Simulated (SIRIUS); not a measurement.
Input and output of a self-consistent single point for Zn₂SeS (R3m, 4 atoms in the cell; from Materials Project mp-1215446, changed as shown) (SIRIUS).

Computed with PBEsol, GBRV PBEsol ultrasoft pseudopotentials (plane waves; SIRIUS).

The change in words: volume scaled by 0.94. Reference geometry (R3m):
```xyz
4
Lattice="1.9538 1.1280 6.3837 -1.9538 1.1280 6.3837 0.0000 -2.2560 6.3837" Properties=species:S:1:pos:R:3 pbc="T T T"
Zn     0.0000     0.0000     0.0716
Zn     0.0000     0.0000     9.5060
Se     0.0000     0.0000    11.9602
S      0.0000     0.0000     2.4005
```

Reference input (self-consistent single point, DFT, PBEsol, plane waves, GBRV PBEsol ultrasoft pseudopotentials): parameters.ngridk = 6 6 6; parameters.xc_functionals = [XC_GGA_X_PBE_SOL, XC_GGA_C_PBE_SOL]; parameters.gk_cutoff = 6.325 1/bohr; parameters.pw_cutoff = 14.143 1/bohr; parameters.smearing = gaussian; parameters.smearing_width = 0.0001 Ha; potentials = GBRV PBEsol ultrasoft pseudopotentials; parameters.electronic_structure_method = pseudopotential; parameters.num_bands = 31; parameters.num_mag_dims = 0; parameters.num_dft_iter = 100; parameters.energy_tol = 1e-07 Ha. This run's input differs from it in these lines:

```diff
@@ -32,7 +32,7 @@
     "lattice_vectors": [
-      [0.2885652948, 0.1666032376, 0.9428538503],
-      [-0.2885652948, 0.1666032376, 0.9428538503],
-      [0.0, -0.3332064752, 0.9428538503]
+      [0.2885652913, 0.166603241, 0.9428538951],
+      [-0.2885652913, 0.166603241, 0.9428538951],
+      [0.0, -0.333206482, 0.9428538951]
     ],
-    "lattice_vectors_scale": 12.794513,
+    "lattice_vectors_scale": 12.533325,
     "atom_coordinate_units": "A",
@@ -46,10 +46,10 @@
       "Zn": [
-        [-0.0, 0.0, 0.0715671338],
-        [0.0, 0.0, 9.5059615188]
+        [0.0, 0.0, 0.0701061611],
+        [0.0, -0.0, 9.3119066601]
       ],
       "Se": [
-        [-0.0, -0.0, 11.9601569147]
+        [0.0, -0.0, 11.7160020697]
       ],
       "S": [
-        [-0.0, -0.0, 2.4005152578]
+        [0.0, 0.0, 2.3515110988]
       ]
```

The program printed (abridged):

```
[find] density tolerance         : 1e-06
[find] total energy tolerance    : 1e-07
[find] iter_solver_tol (initial) : 0.01
[find] iter_solver_tol (target)  : 1e-13
[find] num_dft_iter              : 100
Charges and magnetic moments
--------------------------------------------------------------------------------
total charge          : 52.000000
[find] | SCF iteration   0 out of 100|
[diagonalize] iterative solver tolerance (occupied, empty): 0.01 0.01
[diagonalize] average number of iterations: 2.59375
[find] Charges and magnetic moments
[find] total charge          : 52.000000
[find] Energy
   [... lines left out ...]

[find] Charges and magnetic moments
[find] total charge          : 52.000000
[find] Energy
[find] smearing (-TS)                 :       0.00000000
[find] Total energy                   :    -495.00163808 (Ha),    -990.00327616 (Ry)
[find] Free energy (E-TS)             :    -495.00163808 (Ha),    -990.00327616 (Ry)
[find] band gap (eV)                  :       1.60584230
[find] Efermi                         :       0.33252439
[find] iteration : 29, RMS (target) : 9.1690e-07 (1.0000e-06) , energy difference (target) : -1.2818e-10 (1.0000e-07)
[find] bands are converged : true
[find] iterative solver converged : false
[find] converged after 30 SCF iterations!
[find] Charges and magnetic moments
[find] total charge          : 52.000000
[find] Energy
[find] smearing (-TS)                 :       0.00000000
[find] Total energy                   :    -495.00163808 (Ha),    -990.00327616 (Ry)
[find] Free energy (E-TS)             :    -495.00163808 (Ha),    -990.00327616 (Ry)
[find] band gap (eV)                  :       1.60584230
[find] Efermi                         :       0.33252439
[ground_state] === stress tensor components [kbar] ===
[ground_state] === stress_total ===
[ground_state]   -36.985979    0.000000    0.000000
[ground_state]     0.000000  -36.985982   -0.000000
[ground_state]     0.000000   -0.000000  -37.277194
[ground_state] ==== total Forces in Ha/bohr =====
[ground_state] atom:    0, force:      -0.0000000      0.0000000      0.0009104
[ground_state] atom:    1, force:       0.0000000     -0.0000000     -0.0007563
[ground_state] atom:    2, force:      -0.0000000     -0.0000000     -0.0015444
[ground_state] atom:    3, force:      -0.0000000      0.0000000      0.0014004
```

The run converged in 30 iterations. SIRIUS prints the stress tensor with tension positive. Against the reference run the free energy goes up by 9.6 meV/atom, the pressure goes from -1.05 to 3.71 GPa, the largest force goes from 0.021 to 0.079 eV/Å and the gap on the mesh goes from 1.361 to 1.606 eV.

The structure comes from a collection of computed structures, made at another level of theory; the collection holds predicted forms beside known ones.

Cost on one core: about 6 core-minutes (a rough figure).

The gap that the log prints is read on the run's mesh, which can miss the band edges or a crossing.
